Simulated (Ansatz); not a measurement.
MoN2 in space group P4/mbm (No. 127; Mo on 2a, N on 4h) at seven volumes, DFT-PBEsol in the program Ansatz with PAW potentials, shape and atoms relaxed at each. One row is withheld.

```csv
V (Å³/atom),P (GPa)
7.605,43.42
7.856,26.46
8.106,12.12
8.357,0.00
8.608,?
8.858,-18.84
9.109,-26.07
```

Task: Fit the shown pressures and predict the withheld one.

Result: Third-order Birch–Murnaghan: P = (3/2)B₀(x^(7/2) − x^(5/2))[1 + (3/4)(B′ − 4)(x − 1)] with x = (V₀/V)^(2/3). Least squares on the six rows gives V₀ = 8.357 Å³/atom, B₀ = 369.8 GPa, B′ = 4.64. At V = 8.608, x = 0.9805 and P = -10.22 GPa. The run itself gave -10.23 GPa.

The first step of the workflow began from a Materials Project structure, measured or hypothetical; the Crystallography Open Database copy checked does not list it. Whether it is the stable phase at ambient conditions was not checked. The PBEsol relaxation kept the symmetry of its start; its stability against distortions is not shown here. No spin polarisation was allowed.

Potentials: the later of the program's two PAW sets.
